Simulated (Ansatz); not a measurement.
Te:
```xyz
4
Lattice="9.1086 0.0000 0.0000 0.0000 3.1806 0.0000 0.0000 0.0000 4.5223" Properties=species:S:1:pos:R:3 pbc="T T T"
Te     6.8315     1.5903     2.4614
Te     2.2772     1.5903     2.0609
Te     0.0000     1.5903     0.0000
Te     4.5543     1.5903     0.0000
```

Relaxed with r²SCAN.

Question: Which orbitals make up the states near the Fermi level in DFT-r²SCAN in the program Ansatz with PAW potentials?

Answer: Within 0.5 eV of the Fermi level: Te 5p 92 %, Te 5s 5 %. Projections are on Löwdin-orthogonalised atomic valence shells; empty p or d shells of many metals are not among them.

Question: Tabulate the density of states.

Answer: States/eV per cell of 4 atoms, in 0.25 eV bins, energy from the Fermi level.

| E (eV) | total | Te 5p | Te 5s |
|---|---|---|---|
| -7.85 | 0.00 | 0.00 | 0.00 |
| -7.60 | 0.00 | 0.00 | 0.00 |
| -7.35 | 0.00 | 0.00 | 0.00 |
| -7.10 | 0.00 | 0.00 | 0.00 |
| -6.85 | 0.00 | 0.00 | 0.00 |
| -6.60 | 0.00 | 0.00 | 0.00 |
| -6.35 | 0.00 | 0.00 | 0.00 |
| -6.10 | 0.52 | 0.52 | 0.00 |
| -5.85 | 1.11 | 1.09 | 0.01 |
| -5.60 | 1.51 | 1.48 | 0.02 |
| -5.35 | 2.04 | 1.99 | 0.04 |
| -5.10 | 2.41 | 2.35 | 0.05 |
| -4.85 | 3.01 | 2.94 | 0.06 |
| -4.60 | 3.30 | 3.20 | 0.08 |
| -4.35 | 3.72 | 3.60 | 0.10 |
| -4.10 | 3.43 | 3.31 | 0.10 |
| -3.85 | 3.31 | 3.18 | 0.11 |
| -3.60 | 3.36 | 3.22 | 0.12 |
| -3.35 | 3.39 | 3.22 | 0.15 |
| -3.10 | 3.26 | 3.07 | 0.16 |
| -2.85 | 2.91 | 2.72 | 0.16 |
| -2.60 | 2.67 | 2.50 | 0.14 |
| -2.35 | 2.24 | 2.09 | 0.13 |
| -2.10 | 2.52 | 2.33 | 0.15 |
| -1.85 | 2.78 | 2.57 | 0.17 |
| -1.60 | 2.72 | 2.51 | 0.17 |
| -1.35 | 2.42 | 2.23 | 0.15 |
| -1.10 | 2.25 | 2.07 | 0.14 |
| -0.85 | 2.26 | 2.08 | 0.13 |
| -0.60 | 2.45 | 2.25 | 0.14 |
| -0.35 | 2.36 | 2.18 | 0.13 |
| -0.10 | 2.21 | 2.04 | 0.12 |
| 0.15 | 2.13 | 1.97 | 0.11 |
| 0.40 | 2.17 | 2.01 | 0.10 |
| 0.65 | 2.19 | 2.04 | 0.09 |
| 0.90 | 2.16 | 2.02 | 0.08 |
| 1.15 | 2.37 | 2.23 | 0.07 |
| 1.40 | 2.48 | 2.35 | 0.06 |
| 1.65 | 2.62 | 2.49 | 0.05 |
| 1.90 | 2.76 | 2.63 | 0.05 |
| 2.15 | 2.69 | 2.57 | 0.04 |
| 2.40 | 2.61 | 2.50 | 0.04 |
| 2.65 | 2.74 | 2.40 | 0.03 |
| 2.90 | 2.42 | 1.84 | 0.02 |
| 3.15 | 1.82 | 1.19 | 0.01 |
| 3.40 | 1.66 | 0.85 | 0.01 |
| 3.65 | 1.48 | 0.59 | 0.00 |
| 3.90 | 1.62 | 0.50 | 0.00 |

Space group Pmma. The workflow started from a Materials Project entry (that database holds measured and hypothetical structures alike); the Crystallography Open Database copy checked does not list it. It is not the phase usual at ambient conditions (space group No. 152). Symmetry was held in the r²SCAN relaxation; its stability against distortions is not shown here. Spin–orbit coupling is left out wherever it is not named.

Potentials: the later of the program's two PAW sets.
